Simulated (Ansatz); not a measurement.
Starting cell, TiO$_{2}$ (anatase):

```yaml
crystal:
  lattice:
    - [-1.89921, 1.89921, 4.85192]
    - [1.89921, -1.89921, 4.85192]
    - [1.89921, 1.89921, -4.85192]
  atoms:
    - { symbol: Ti, position: [0.50000, 0.50000, 0.00000] }
    - { symbol: Ti, position: [0.25000, 0.75000, 0.50000] }
    - { symbol: O, position: [0.29360, 0.29360, 0.00000] }
    - { symbol: O, position: [0.04360, 0.54360, 0.50000] }
    - { symbol: O, position: [0.45640, 0.95640, 0.50000] }
    - { symbol: O, position: [0.70640, 0.70640, 0.00000] }
```

In this cell atom 2 (Ti, nearest neighbour O at 1.946 Å; its periodic images, 3.8 Å or more away, move with it) is moved by s along Cartesian [111], unit vector (0.577, 0.577, 0.577); all other atoms and the cell stay fixed.

Level of theory: PBE (plane waves to 420 eV, PAW, scalar-relativistic; Ansatz, a first-principles code). k mesh 10×10×10 (Γ-centred), Fermi-Dirac smearing 0.05 eV. The energy includes the smearing's −TS. Left out: 4 of 11 points, with atoms too close for the PAW data. The PAW data are Ansatz's earlier set. TiO2 is run without spin polarisation. TiO2 was relaxed with its symmetry unable to fall. The zero of ΔE is the undisplaced structure.

```json
[
 {"s (Å)": "-0.348", "ΔE (meV/cell)": "592"},
 {"s (Å)": "-0.232", "ΔE (meV/cell)": "223"},
 {"s (Å)": "-0.116", "ΔE (meV/cell)": "48"},
 {"s (Å)": "0.000", "ΔE (meV/cell)": "0"},
 {"s (Å)": "0.116", "ΔE (meV/cell)": "48"},
 {"s (Å)": "0.232", "ΔE (meV/cell)": "223"},
 {"s (Å)": "0.348", "ΔE (meV/cell)": "592"}
]
```

What force constant k = d²E/ds² at s = 0 does the table give?

6.8 eV/Å². It is the second difference of the nearest points, corrected with the next pair.

With k = 6.87 eV/Å² from the forces, is the well harmonic out to s = 0.348 Å?

½ks² = 416 meV/cell against the computed 592 meV/cell, so the well is stiffer than harmonic there.

(For displaced atoms, the force is minus the slope of the energy, and its curvature is a force constant, which sets phonon frequencies.)
